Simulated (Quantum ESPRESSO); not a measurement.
## Ag6WZr (input and log of a self-consistent run)

A calculation, not a measurement. The program is pw.x of Quantum ESPRESSO 7.5 (plane-wave density functional theory). The cell is made up: eight metal atoms on a hexagonal close-packed lattice, with elements, volume, strain and displacements drawn at random and not relaxed, so it may be unstable or far from any real phase. PseudoDojo standard norm-conserving files set the functional (PBE unless stated); there is no spin polarisation or spin-orbit coupling, the Fermi-Dirac width of 0.25 eV means electrons at about 2900 K, and the masses in the input are unused placeholders. Heavy elements are run without spin-orbit coupling, which real alloys of them have. A spin test at this wide smearing found no moment, but such smearing suppresses magnetism that the real alloy may have.

Input:

```
&control calculation='scf', pseudo_dir='./dojo.nc.sr.pbe.v0_5.standard.upf', outdir='./o', disk_io='minimal', tprnfor=.true., tstress=.true. /
&system ibrav=0, nat=8, ntyp=3, nbnd=80, ecutwfc=82.02448710, nosym=.true., tot_charge=0,
 occupations='smearing', smearing='fd', degauss=0.0183746611
/
&electrons conv_thr=1.470e-08, electron_maxstep=70, mixing_beta=0.5 /
ATOMIC_SPECIES
Ag 1.0 Ag.upf
W 1.0 W.upf
Zr 1.0 Zr.upf
CELL_PARAMETERS angstrom
2.9541 0.0427 4.9172
2.9922 0.0062 -4.9402
-2.9308 5.0788 0.0306
ATOMIC_POSITIONS angstrom
Ag -0.0243 -0.0146 0.0029
Ag -1.4603 2.571 0.0266
W 3.0526 1.6984 -2.4853
Ag 1.5059 4.3155 -2.4119
Ag 3.0066 0.0389 -0.0369
Ag 1.5126 2.6136 0.0378
Zr 2.9694 1.7295 2.4968
Ag 1.4753 4.2642 2.5151
K_POINTS automatic
5 5 5 1 1 1
```

The log is shortened where brackets say so; the opening notice, blank lines, dates and the lines on written files are dropped, and the path of the files is cut. It prints rydbergs, bohrs and kilobars, and counts compression as positive stress. Its total energy is the free energy E - TS of the whole cell.

```
     Program PWSCF v.7.5
     Parallel version (MPI & OpenMP), running on       4 processor cores
     Number of MPI processes:                 4
     Threads/MPI process:                     1
     [start-up lines left out]
     bravais-lattice index     =            0
     lattice parameter (alat)  =      10.8404  a.u.
     unit-cell volume          =    1009.2073 (a.u.)^3
     number of atoms/cell      =            8
     number of atomic types    =            3
     number of electrons       =       140.00
     number of Kohn-Sham states=           80
     kinetic-energy cutoff     =      82.0245  Ry
     charge density cutoff     =     328.0979  Ry
     scf convergence threshold =      1.5E-08
     mixing beta               =       0.5000
     number of iterations used =            8  plain     mixing
     Exchange-correlation= PBE
                           (   1   4   3   4   0   0   0)
     [axes and pseudopotential details left out]
   Cartesian axes
     site n.     atom                  positions (alat units)
         1        Ag     tau(   1) = (  -0.0042360  -0.0025451   0.0005055  )
         2        Ag     tau(   2) = (  -0.2545631   0.4481830   0.0046370  )
         3        W      tau(   3) = (   0.5321367   0.2960692  -0.4332436  )
         4        Ag     tau(   4) = (   0.2625122   0.7522885  -0.4204483  )
         5        Ag     tau(   5) = (   0.5241179   0.0067811  -0.0064325  )
         6        Ag     tau(   6) = (   0.2636801   0.4556091   0.0065894  )
         7        Zr     tau(   7) = (   0.5176331   0.3014907   0.4352483  )
         8        Ag     tau(   8) = (   0.2571779   0.7433458   0.4384384  )
     number of k points=    63  Fermi-Dirac smearing, width (Ry)=  0.0184
                       cart. coord. in units 2pi/alat
        k(    1) = (   0.1911073   0.2232318  -0.0000879), wk =   0.0320000
        k(    2) = (   0.1892551   0.4480676  -0.0009276), wk =   0.0320000
     [further k points left out]
     Dense  grid:   101317 G-vectors     FFT dimensions: (  64,  64,  64)
     Estimated max dynamical RAM per process >     433.20 MB
     Estimated total dynamical RAM >       1.62 GB
     Initial potential from superposition of free atoms
     starting charge     139.9944, renormalised to     140.0000
     Starting wfcs are   80 randomized atomic wfcs
     total cpu time spent up to now is        8.1 secs
     per-process dynamical memory:   355.1 Mb
     Self-consistent Calculation
     iteration #  1     ecut=    82.02 Ry     beta= 0.50
     Davidson diagonalization with overlap
     ethr =  1.00E-02,  avg # of iterations =  5.5
     total cpu time spent up to now is       30.9 secs
     total energy              =   -2112.19147455 Ry
     estimated scf accuracy    <       1.66076706 Ry
     iteration #  2     ecut=    82.02 Ry     beta= 0.50
     Davidson diagonalization with overlap
     ethr =  1.19E-03,  avg # of iterations =  3.6
     total cpu time spent up to now is       53.5 secs
     total energy              =   -2112.38306234 Ry
     estimated scf accuracy    <       4.75878911 Ry
     iteration #  3     ecut=    82.02 Ry     beta= 0.50
     Davidson diagonalization with overlap
     ethr =  1.19E-03,  avg # of iterations =  3.3
     total cpu time spent up to now is       73.3 secs
     total energy              =   -2112.90102380 Ry
     estimated scf accuracy    <       0.76604293 Ry
     iteration #  4     ecut=    82.02 Ry     beta= 0.50
     Davidson diagonalization with overlap
     ethr =  5.47E-04,  avg # of iterations =  2.1
     total cpu time spent up to now is       91.2 secs
     total energy              =   -2112.99641531 Ry
     estimated scf accuracy    <       0.18768199 Ry
     iteration #  5     ecut=    82.02 Ry     beta= 0.50
     Davidson diagonalization with overlap
     ethr =  1.34E-04,  avg # of iterations =  1.9
     total cpu time spent up to now is      108.7 secs
     total energy              =   -2113.01360242 Ry
     estimated scf accuracy    <       0.00567922 Ry
     [iterations 6 to 7 left out]
     iteration #  8     ecut=    82.02 Ry     beta= 0.50
     Davidson diagonalization with overlap
     ethr =  2.32E-07,  avg # of iterations =  3.1
     total cpu time spent up to now is      171.0 secs
     total energy              =   -2113.01477986 Ry
     estimated scf accuracy    <       0.00005954 Ry
     iteration #  9     ecut=    82.02 Ry     beta= 0.50
     Davidson diagonalization with overlap
     ethr =  4.25E-08,  avg # of iterations =  2.0
     total cpu time spent up to now is      188.7 secs
     total energy              =   -2113.01478164 Ry
     estimated scf accuracy    <       0.00000833 Ry
     iteration # 10     ecut=    82.02 Ry     beta= 0.50
     Davidson diagonalization with overlap
     ethr =  5.95E-09,  avg # of iterations =  2.5
     total cpu time spent up to now is      207.2 secs
     total energy              =   -2113.01478275 Ry
     estimated scf accuracy    <       0.00000021 Ry
     iteration # 11     ecut=    82.02 Ry     beta= 0.50
     Davidson diagonalization with overlap
     ethr =  1.50E-10,  avg # of iterations =  4.6
     total cpu time spent up to now is      229.6 secs
     total energy              =   -2113.01478280 Ry
     estimated scf accuracy    <       0.00000007 Ry
     iteration # 12     ecut=    82.02 Ry     beta= 0.50
     Davidson diagonalization with overlap
     ethr =  5.07E-11,  avg # of iterations =  2.4
     total cpu time spent up to now is      248.1 secs
     End of self-consistent calculation
     [lines on levels left out]
!    total energy              =   -2113.01478281 Ry
     estimated scf accuracy    <          6.8E-09 Ry
     smearing contrib. (-TS)   =      -0.08299032 Ry
     internal energy E=F+TS    =   -2112.93179249 Ry
     The total energy is F=E-TS. E is the sum of the following terms:
     one-electron contribution =    -860.98812262 Ry
     hartree contribution      =     501.19518417 Ry
     xc contribution           =    -330.65648705 Ry
     ewald contribution        =   -1422.48236699 Ry
     convergence has been achieved in  12 iterations
     Forces acting on atoms (cartesian axes, Ry/au):
     atom    1 type  1   force =     0.00537986    0.00848450    0.01655460
     atom    2 type  1   force =     0.00005697   -0.00622044    0.00513788
     atom    3 type  2   force =    -0.01013570    0.01504487    0.00365836
     atom    4 type  1   force =     0.00473732   -0.01847260   -0.00868539
     atom    5 type  1   force =    -0.00981973    0.00816032   -0.00273206
     atom    6 type  1   force =     0.00007535   -0.01324002   -0.00444065
     atom    7 type  3   force =     0.00668792    0.00562283   -0.00558222
     atom    8 type  1   force =     0.00301801    0.00062053   -0.00391053
     Total force =     0.041466     Total SCF correction =     0.000447
     Computing stress (Cartesian axis) and pressure
          total   stress  (Ry/bohr**3)                   (kbar)     P=      -36.48
  -0.00052563  -0.00005227   0.00000732          -77.32       -7.69        1.08
  -0.00005227  -0.00001734  -0.00001537           -7.69       -2.55       -2.26
   0.00000732  -0.00001537  -0.00020107            1.08       -2.26      -29.58
     init_run     :      7.55s CPU      7.81s WALL (       1 calls)
     electrons    :    235.50s CPU    239.98s WALL (       1 calls)
     forces       :      2.23s CPU      2.23s WALL (       1 calls)
     stress       :      7.81s CPU      7.82s WALL (       1 calls)
     [timing details left out]
     PWSCF        :   4m13.39s CPU   4m18.22s WALL
     JOB DONE.
```

In other units: free energy -28749.031 eV for the cell, pressure -3.65 GPa, largest force component 0.475 eV/Å in size. The run took 260 s of wall time with four MPI processes on a shared machine (Intel Xeon, 2023 or later, virtual cores), so the time is rough. A rerun of this cell at a higher cutoff and on a denser mesh moved values by no more than 0.006 eV in energy, 0.16 GPa in stress and 0.003 eV/Å in force, and a second program with other atomic files agreed on that cell to 2 % rms in force and 0.5 GPa in pressure.